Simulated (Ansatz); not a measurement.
The relaxed structure here is a generated cell of ZrIr: the first start was made by placing the elements on the sites of a structure type, and the end was not matched to a known phase here, so it may be hypothetical.

A relaxed structure of ZrIr. Space group Fm-3m (No. 225), rock salt type. Computed with PBE (plane waves to 420 eV, PAW, scalar-relativistic; Ansatz, a first-principles code).

```cif
data_Ir4Zr4
_chemical_formula_sum 'Ir4 Zr4'
_space_group_name_H-M_alt 'Fm-3m'
_space_group_IT_number 225
_space_group_name_Hall '-F 4 2 3'
_cell_length_a 5.42751
_cell_length_b 5.42751
_cell_length_c 5.42751
_cell_angle_alpha 90.000
_cell_angle_beta 90.000
_cell_angle_gamma 90.000
loop_
_atom_site_label
_atom_site_type_symbol
_atom_site_symmetry_multiplicity
_atom_site_Wyckoff_symbol
_atom_site_fract_x
_atom_site_fract_y
_atom_site_fract_z
_atom_site_occupancy
Ir1 Ir 4 a 0.00000 0.00000 0.00000 1
Zr1 Zr 4 b 0.50000 0.50000 0.50000 1
```
(The calculation used a cell of 2 atoms; values per cell refer to that cell.)

For ZrIr, the volume per atom comes out as 19.99 Å³, the density is 11.78 g/cm³ and the band gap is zero (metallic). The shortest distances comes out as Ir–Zr 2.71 Å. The k-mesh is 15×15×15.

Band energies at high-symmetry points (eV from the Fermi level; labels of this space group; no spin-orbit coupling), from −5 eV up to 2.2 eV:

| point | energies |
|---|---|
| Γ | -4.07 -4.07 -3.64 -3.64 -3.64 |
| X | -4.89 -4.24 -3.37 -2.83 -1.12 -1.12 -0.04 |
| U | -4.23 -3.28 -3.08 -2.70 -2.37 -1.43 0.86 1.79 |
| K | -4.23 -3.28 -3.08 -2.70 -2.37 -1.43 0.86 1.79 |
| L | -3.83 -2.84 -2.23 -2.23 -1.40 -1.40 -0.44 -0.01 -0.01 |
| W | -3.49 -3.49 -3.47 -3.24 -1.81 -1.11 0.50 1.75 1.75 |

No spin polarisation in the result.

The run could not lose the symmetry of its start; a randomly shaken copy of 4 atoms returns to this structure.

All atoms sit on sites fixed by symmetry, so only the cell could relax.
